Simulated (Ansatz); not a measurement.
# Eigenvalues along a path: Lu (diamond type)

```
CELL_PARAMETERS angstrom
0.00000 2.89413 2.89413
2.89413 0.00000 2.89413
2.89413 2.89413 0.00000
ATOMIC_POSITIONS crystal
Lu 0.87500 0.87500 0.87500
Lu 0.12500 0.12500 0.12500
```

The cell comes from a relaxation on PAW files under the same functional, begun from a prototype that needn't be the stable phase.

Level of theory: DFT with LDA, scalar-relativistic, in Ansatz 0.2.0; a Γ-centred 12×12×12 k mesh, Fermi–Dirac smearing of 0.05 eV, no spin polarisation. LAPW: all electrons, basis error target 1 meV/atom.

This run: volume at 0.6 of the series' base cell.

Spin–orbit coupling is left out, which matters for the heavy atoms.

Path points, in fractions of the reciprocal vectors: Γ (0.000, 0.000, 0.000), X (0.500, 0.000, 0.500), U (0.625, 0.250, 0.625), K (0.375, 0.375, 0.750), L (0.500, 0.500, 0.500), W (0.500, 0.250, 0.750). The distance column jumps between branches of the path. Levels in eV from the Fermi level; bands 27 to 50, counted from the lowest band of the run. The gap is zero, the pressure 13.75 GPa.

```
# k(1/Å) point b27 b28 b29 b30 b31 b32 b33 b34 b35 b36 b37 b38 b39 b40 b41 b42 b43 b44 b45 b46 b47 b48 b49 b50
0.000 Γ -5.44 -5.31 -5.31 -5.31 -5.30 -5.21 -5.21 -5.21 -5.02 -5.02 -5.02 -4.95 -4.95 -4.95 -4.95 -0.39 -0.39 1.30 1.30 1.30 3.86 3.86 3.86 9.65
0.136 - -5.43 -5.31 -5.31 -5.31 -5.21 -5.20 -5.20 -5.20 -5.02 -5.02 -5.02 -4.96 -4.95 -4.95 -4.95 -0.58 -0.33 1.33 1.33 1.48 3.56 3.83 3.83 9.46
0.271 - -5.42 -5.32 -5.32 -5.30 -5.21 -5.19 -5.19 -5.04 -5.04 -5.02 -4.98 -4.96 -4.95 -4.95 -4.87 -0.98 -0.13 1.41 1.41 1.87 2.82 3.79 3.79 8.94
0.407 - -5.41 -5.32 -5.32 -5.30 -5.21 -5.17 -5.17 -5.07 -5.07 -5.02 -5.02 -4.97 -4.95 -4.95 -4.34 -1.41 0.20 1.48 1.48 1.91 2.30 3.83 3.83 8.19
0.543 - -5.40 -5.33 -5.33 -5.29 -5.22 -5.17 -5.17 -5.08 -5.08 -5.06 -5.02 -4.98 -4.95 -4.95 -3.62 -1.77 0.65 1.00 1.49 1.49 2.66 4.04 4.04 7.28
0.678 - -5.38 -5.32 -5.32 -5.27 -5.23 -5.19 -5.19 -5.10 -5.07 -5.07 -5.02 -4.99 -4.96 -4.96 -2.78 -2.03 0.23 1.20 1.43 1.43 2.83 4.46 4.46 6.31
0.814 - -5.36 -5.32 -5.32 -5.26 -5.25 -5.22 -5.22 -5.14 -5.06 -5.06 -5.02 -5.00 -4.97 -4.97 -2.15 -1.99 -0.23 1.33 1.33 1.86 2.63 5.06 5.06 5.32
0.950 - -5.33 -5.30 -5.30 -5.27 -5.25 -5.25 -5.24 -5.18 -5.04 -5.04 -5.02 -5.01 -4.98 -4.98 -2.11 -1.75 0.10 1.25 1.25 1.99 2.62 4.36 5.74 5.74
1.086 X -5.30 -5.30 -5.29 -5.29 -5.26 -5.26 -5.21 -5.21 -5.03 -5.03 -5.02 -5.02 -4.99 -4.99 -1.94 -1.94 1.04 1.04 1.22 1.22 3.46 3.46 6.13 6.13
1.133 - -5.31 -5.31 -5.29 -5.29 -5.26 -5.26 -5.21 -5.21 -5.04 -5.03 -5.02 -5.01 -4.99 -4.99 -1.95 -1.93 1.01 1.05 1.20 1.28 3.45 3.45 6.10 6.18
1.181 - -5.31 -5.31 -5.29 -5.28 -5.27 -5.25 -5.21 -5.21 -5.04 -5.03 -5.02 -5.01 -4.99 -4.99 -1.97 -1.91 0.94 1.07 1.14 1.41 3.42 3.44 6.01 6.31
1.229 - -5.32 -5.32 -5.29 -5.27 -5.27 -5.24 -5.21 -5.20 -5.05 -5.03 -5.03 -5.00 -4.99 -4.99 -2.00 -1.88 0.87 1.05 1.10 1.58 3.40 3.42 5.87 6.52
1.277 - -5.32 -5.32 -5.29 -5.27 -5.27 -5.23 -5.20 -5.20 -5.06 -5.04 -5.03 -5.00 -4.99 -4.99 -2.03 -1.83 0.78 0.92 1.13 1.79 3.37 3.39 5.68 6.79
1.325 - -5.33 -5.33 -5.29 -5.27 -5.26 -5.22 -5.20 -5.20 -5.06 -5.06 -5.02 -4.99 -4.99 -4.99 -2.06 -1.76 0.69 0.78 1.18 2.04 3.34 3.36 5.48 7.12
1.373 - -5.33 -5.33 -5.29 -5.27 -5.25 -5.21 -5.20 -5.19 -5.07 -5.07 -5.02 -4.99 -4.99 -4.99 -2.09 -1.69 0.57 0.62 1.23 2.32 3.32 3.33 5.26 7.33
1.421 - -5.34 -5.33 -5.30 -5.27 -5.24 -5.20 -5.19 -5.19 -5.09 -5.08 -5.02 -5.00 -4.99 -4.99 -2.11 -1.61 0.44 0.45 1.28 2.62 3.29 3.31 5.04 7.07
1.469 U -5.34 -5.33 -5.30 -5.27 -5.24 -5.19 -5.18 -5.18 -5.11 -5.08 -5.01 -5.00 -5.00 -4.98 -2.12 -1.51 0.27 0.29 1.33 2.95 3.26 3.31 4.83 6.80
2.134 K -5.34 -5.33 -5.30 -5.27 -5.24 -5.19 -5.18 -5.18 -5.11 -5.08 -5.01 -5.00 -5.00 -4.98 -2.12 -1.51 0.27 0.29 1.33 2.95 3.26 3.31 4.83 6.80
2.278 - -5.36 -5.33 -5.31 -5.28 -5.22 -5.17 -5.16 -5.16 -5.14 -5.10 -5.00 -5.00 -4.99 -4.97 -2.11 -1.19 -0.23 -0.21 1.44 3.19 3.30 3.86 4.39 5.91
2.422 - -5.37 -5.31 -5.31 -5.29 -5.25 -5.17 -5.15 -5.14 -5.13 -5.09 -5.01 -5.01 -4.98 -4.97 -2.25 -0.86 -0.63 -0.50 1.46 3.18 3.26 3.52 5.07 5.33
2.566 - -5.38 -5.32 -5.29 -5.29 -5.28 -5.16 -5.14 -5.13 -5.11 -5.05 -5.03 -5.00 -4.96 -4.96 -2.80 -0.90 -0.59 -0.25 1.45 3.03 3.13 3.24 4.39 6.47
2.710 - -5.39 -5.32 -5.31 -5.30 -5.25 -5.16 -5.14 -5.11 -5.09 -5.03 -5.02 -4.99 -4.96 -4.95 -3.55 -1.01 -0.45 0.39 1.47 2.62 2.87 3.36 3.93 7.53
2.854 - -5.41 -5.32 -5.32 -5.30 -5.23 -5.17 -5.16 -5.09 -5.06 -5.03 -4.99 -4.98 -4.96 -4.95 -4.26 -0.96 -0.40 1.09 1.47 2.44 2.46 3.52 3.74 8.42
2.998 - -5.41 -5.32 -5.32 -5.30 -5.22 -5.19 -5.18 -5.05 -5.04 -5.03 -4.97 -4.96 -4.95 -4.95 -4.82 -0.78 -0.40 1.37 1.40 1.97 2.85 3.69 3.76 9.10
3.141 - -5.43 -5.31 -5.31 -5.31 -5.21 -5.20 -5.20 -5.18 -5.03 -5.02 -5.02 -4.96 -4.95 -4.95 -4.95 -0.53 -0.40 1.33 1.33 1.51 3.54 3.81 3.83 9.51
3.285 Γ -5.44 -5.31 -5.31 -5.31 -5.30 -5.21 -5.21 -5.21 -5.02 -5.02 -5.02 -4.95 -4.95 -4.95 -4.95 -0.39 -0.39 1.30 1.30 1.30 3.86 3.86 3.86 9.65
3.403 - -5.43 -5.31 -5.31 -5.31 -5.22 -5.21 -5.20 -5.20 -5.02 -5.02 -5.02 -4.95 -4.95 -4.95 -4.95 -0.44 -0.44 1.28 1.40 1.40 3.64 3.83 3.83 9.62
3.520 - -5.42 -5.31 -5.31 -5.31 -5.22 -5.19 -5.19 -5.04 -5.04 -5.03 -4.98 -4.96 -4.96 -4.95 -4.95 -0.54 -0.54 1.23 1.65 1.65 3.07 3.78 3.78 9.52
3.638 - -5.41 -5.32 -5.32 -5.30 -5.22 -5.18 -5.18 -5.06 -5.06 -5.04 -4.96 -4.96 -4.96 -4.95 -4.60 -0.62 -0.62 1.17 1.86 1.86 2.33 3.81 3.81 9.36
3.755 - -5.40 -5.32 -5.32 -5.30 -5.24 -5.17 -5.17 -5.07 -5.07 -5.05 -4.97 -4.97 -4.96 -4.95 -4.10 -0.64 -0.64 1.10 1.62 1.89 1.89 4.05 4.05 9.12
3.873 - -5.39 -5.31 -5.31 -5.30 -5.25 -5.18 -5.18 -5.08 -5.08 -5.07 -4.98 -4.98 -4.96 -4.96 -3.52 -0.59 -0.59 0.59 1.46 1.70 1.70 4.50 4.50 8.80
3.990 - -5.37 -5.30 -5.30 -5.30 -5.27 -5.21 -5.21 -5.09 -5.07 -5.07 -4.99 -4.99 -4.96 -4.96 -2.91 -0.48 -0.48 -0.10 1.42 1.42 1.65 5.06 5.06 8.00
4.108 - -5.36 -5.30 -5.29 -5.29 -5.29 -5.24 -5.24 -5.11 -5.05 -5.05 -5.00 -5.00 -4.97 -4.96 -2.35 -0.71 -0.35 -0.35 1.17 1.17 1.91 5.57 5.57 7.08
4.225 L -5.35 -5.30 -5.30 -5.27 -5.27 -5.26 -5.26 -5.11 -5.05 -5.05 -5.01 -5.01 -4.97 -4.96 -2.03 -1.04 -0.29 -0.29 1.06 1.06 2.04 5.80 5.80 6.72
4.321 - -5.35 -5.31 -5.30 -5.27 -5.27 -5.25 -5.25 -5.11 -5.05 -5.05 -5.01 -5.01 -4.97 -4.96 -1.98 -1.13 -0.35 -0.28 1.12 1.22 2.06 5.71 5.72 6.76
4.417 - -5.35 -5.31 -5.30 -5.27 -5.27 -5.25 -5.24 -5.11 -5.06 -5.05 -5.02 -5.01 -4.97 -4.96 -1.86 -1.33 -0.48 -0.22 1.27 1.55 2.18 5.42 5.50 6.87
4.513 - -5.36 -5.32 -5.30 -5.27 -5.26 -5.23 -5.22 -5.11 -5.08 -5.05 -5.03 -5.00 -4.97 -4.96 -1.69 -1.56 -0.60 -0.09 1.46 1.73 2.59 4.96 5.19 6.98
4.609 - -5.36 -5.32 -5.31 -5.27 -5.26 -5.22 -5.19 -5.11 -5.10 -5.06 -5.04 -5.00 -4.98 -4.96 -1.75 -1.59 -0.57 0.10 1.66 1.76 3.20 4.38 4.86 6.90
4.705 - -5.36 -5.33 -5.30 -5.27 -5.25 -5.20 -5.17 -5.15 -5.10 -5.06 -5.05 -5.00 -4.99 -4.97 -1.89 -1.62 -0.33 0.35 1.72 1.84 3.69 3.79 4.75 6.82
4.801 - -5.35 -5.33 -5.30 -5.27 -5.25 -5.20 -5.16 -5.14 -5.11 -5.07 -5.06 -5.01 -4.99 -4.97 -1.97 -1.74 0.04 0.62 1.65 1.99 3.26 3.60 5.26 6.81
4.897 - -5.35 -5.34 -5.29 -5.27 -5.24 -5.22 -5.15 -5.13 -5.11 -5.08 -5.06 -5.03 -4.98 -4.97 -1.98 -1.85 0.44 0.82 1.64 2.00 2.95 3.28 6.06 6.86
4.993 W -5.34 -5.34 -5.28 -5.28 -5.24 -5.24 -5.14 -5.14 -5.09 -5.09 -5.05 -5.05 -4.98 -4.98 -1.94 -1.94 0.75 0.75 1.80 1.80 3.00 3.00 6.75 6.75
5.061 - -5.34 -5.34 -5.28 -5.28 -5.24 -5.24 -5.14 -5.14 -5.09 -5.09 -5.04 -5.04 -4.98 -4.98 -1.94 -1.94 0.75 0.75 1.78 1.78 3.02 3.02 6.70 6.70
5.129 - -5.34 -5.34 -5.28 -5.28 -5.24 -5.24 -5.16 -5.16 -5.08 -5.08 -5.04 -5.04 -4.98 -4.98 -1.94 -1.94 0.77 0.77 1.72 1.72 3.09 3.09 6.59 6.59
5.197 - -5.34 -5.34 -5.28 -5.28 -5.24 -5.24 -5.17 -5.17 -5.07 -5.07 -5.03 -5.03 -4.98 -4.98 -1.94 -1.94 0.80 0.80 1.63 1.63 3.17 3.17 6.46 6.46
5.264 - -5.33 -5.33 -5.28 -5.28 -5.24 -5.24 -5.19 -5.19 -5.06 -5.06 -5.03 -5.03 -4.98 -4.98 -1.94 -1.94 0.84 0.84 1.53 1.53 3.26 3.26 6.35 6.35
5.332 - -5.32 -5.32 -5.28 -5.28 -5.25 -5.25 -5.20 -5.20 -5.05 -5.05 -5.02 -5.02 -4.99 -4.99 -1.94 -1.94 0.89 0.89 1.44 1.44 3.34 3.34 6.25 6.25
5.400 - -5.32 -5.32 -5.28 -5.28 -5.25 -5.25 -5.21 -5.21 -5.04 -5.04 -5.02 -5.02 -4.99 -4.99 -1.94 -1.94 0.95 0.95 1.34 1.34 3.40 3.40 6.19 6.19
5.468 - -5.31 -5.31 -5.29 -5.29 -5.26 -5.26 -5.21 -5.21 -5.04 -5.04 -5.02 -5.02 -4.99 -4.99 -1.94 -1.94 1.01 1.01 1.26 1.26 3.44 3.44 6.15 6.15
5.536 X -5.30 -5.30 -5.29 -5.29 -5.26 -5.26 -5.21 -5.21 -5.03 -5.03 -5.02 -5.02 -4.99 -4.99 -1.94 -1.94 1.04 1.04 1.22 1.22 3.46 3.46 6.13 6.13
```
